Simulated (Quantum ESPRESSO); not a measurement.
**Cheap against tight settings: BP**

```
BP
1.0
    0.00000     2.26607     2.26607
    2.26607     0.00000     2.26607
    2.26607     2.26607     0.00000
B P
1 1
Direct
  0.00000   0.00000   0.00000
  0.25000   0.25000   0.25000
```
The cell comes from the Materials Project (a computed structure). It is BP in F-43m. Stability against distortions was not tested.

Method: σ by GIPAW with PBE in a modified build of Quantum ESPRESSO, on JTH PAW datasets. The cutoff rises from row to row, with the meshes as listed. Costs are rough, from a shared machine. These are absolute shieldings with no macroscopic susceptibility term; δ = σ_ref − σ needs a reference computed alike. No d partial waves on P: the paramagnetic term there is incompletely reconstructed.

```csv
setting,cutoff (Ha),k-mesh,σ_iso B (ppm),σ_iso P (ppm),f-sum rule missed by (%),rough cost ratio
A,10,5×5×5 through Γ,118.2,458.7,8.7,about 1
B,12,7×7×7 shifted,123.0,438.9,0.05,2
C,20,10×10×10 shifted,123.9,433.3,0.01,10
D,30,14×14×14 shifted,124.2,432.4,0.00,40
```

Largest change from the last row but one to the last: σ_iso P (ppm) by -0.9.
